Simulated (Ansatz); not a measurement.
Trial structure of InGa3P2, not yet relaxed:

```xyz
6
Lattice="0.0000 3.9654 5.7301 2.9893 0.0000 5.7301 2.9893 3.9654 0.0000" Properties=species:S:1:pos:R:3 pbc="T T T"
In    2.9893    3.9654    5.7301
Ga    1.4947    1.9827    0.0000
Ga    1.4947    1.9827    5.7301
Ga    0.0000    0.0000    0.0000
P     0.0000    1.9827    2.8651
P     2.9893    1.9827    2.8651
```

Computed with DFT PBE, scalar-relativistic, plane waves, PAW in Ansatz. Settings: cutoff 420 eV, Γ-centred mesh 4×4×4 on the computed 6-atom cell, Gaussian smearing of 0.10 eV; no spin polarisation.

The zero of energy is the elements' standard structures at the same level; no fitted shifts are applied. The references include black phosphorus.

Question: How far from equilibrium is it?

Answer: The pressure is 4.4 GPa (the mean over three directions, positive in compression), the largest force is 0.00 eV/Å (symmetry fixes the atoms), and the energy is +0.84 eV/atom against the elements. The shortest distance is 2.48 Å.

Question: How much does it gain on relaxing, and where does it end?

Answer: Relaxing gains about 0.73 eV/atom (the start's value is from the coarse mesh, so the gain is rough) in 24 ionic steps and ends at +0.11 eV/atom on the finer mesh. The symmetry stays Fmmm (No. 69). The volume per atom shrinks by 7.5 %, from 22.6 to 20.9 Å³. The shortest distance goes from 2.48 Å (In–Ga and Ga–Ga) to 2.57 Å (Ga–P). Conventional cell: a = 7.209 Å, b = 7.314 Å, c = 9.534 Å. In has 4 P at 2.99 Å, 4 Ga at 3.00 Å and 4 Ga at 3.60–3.66 Å; Ga on a site of symmetry 2/m is surrounded by 4 P at 2.57 Å, 2 Ga at 3.00 Å and 2 In at 3.00 Å; P has 4 Ga at 2.57 Å, 2 Ga at 2.99 Å and 2 In at 2.99 Å; 1 more site not described.

The last run used an 8×8×8 mesh for its 6-atom cell and Gaussian smearing of 0.10 eV. The reference form of P is held partly by dispersion forces, which this level lacks. The relaxation can't lower the symmetry of the start. Symmetry constrained the relaxation, so the result can be a saddle point.
